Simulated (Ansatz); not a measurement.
In plane-wave PAW LDA (Ansatz code), BP in the hexagonal phase (P6_3/mmc; B on 2c, P on 2d) relaxes to a = 3.180 Å, c = 7.871 Å. B has 3 nearest neighbours from 1.84 Å (trigonal planar); P has 3 nearest neighbours from 1.84 Å (trigonal planar). Its formation energy from the elements is 0.049 eV/atom, with no fitted shifts.

It is gapped at this level: 0.55 eV (indirect). The valence maximum lies on the K–Γ line, 12 % of the way from K and the conduction minimum at M (3 equivalent valleys). The electron mass is 0.17, 1.0, 4.3 mₑ (principal values). The hole mass is 0.11, 1.4, 2.2 mₑ (principal values).

The bulk modulus is 108 kbar. Without the LO–TO term the highest mode at Γ lies at 976 cm^-1.

The start of the workflow was typed in or built on a structure type; neither database checked (COD, Materials Project) lists it. It is not the phase usual at ambient conditions (space group No. 216). The LDA relaxation kept the symmetry of its start; phonons show weakly imaginary modes. A crystal of weakly bound layers computed without a dispersion correction: the cell and the soft elastic constants depend strongly on that. The references are the lowest solids computed at this level, not always the standard phases.

Potentials: the earlier of the program's two PAW sets. The files were generated under PBE; for other functionals the program regenerates the frozen cores, and for LDA and PBEsol the local potential too.
